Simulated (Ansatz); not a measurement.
TaAs in space group I4_1md (No. 109; Ta on 4a, As on 4a), LDA in the plane-wave PAW code Ansatz, all energies at zero smearing, with the estimated change up to a 700 eV cutoff added, with one set of potentials and settings (totals compare only within such a set). Cell of 4 atoms (2 Ta, 2 As): -28915.103 eV.

```csv
element,reference phase,E (eV/atom)
Ta,"Im-3m, 1 atoms in the cell",-9682.6136
As,"R-3m, 2 atoms in the cell",-4773.6736
```

Formation energy per atom, worked out: (-28915.103 − 2×(-9682.6136) − 2×(-4773.6736))/4 = -0.632 eV/atom (-61 kJ per mol of atoms), at 0 K, without zero-point energy or fitted corrections.

The LDA relaxation kept the symmetry of its start; of distortions, only those at the zone centre were tested. No spin polarisation was allowed. The references are the lowest solids computed at this level, not always the standard phases. Spin–orbit coupling is left out wherever it is not named.

Potentials: the later of the program's two PAW sets.
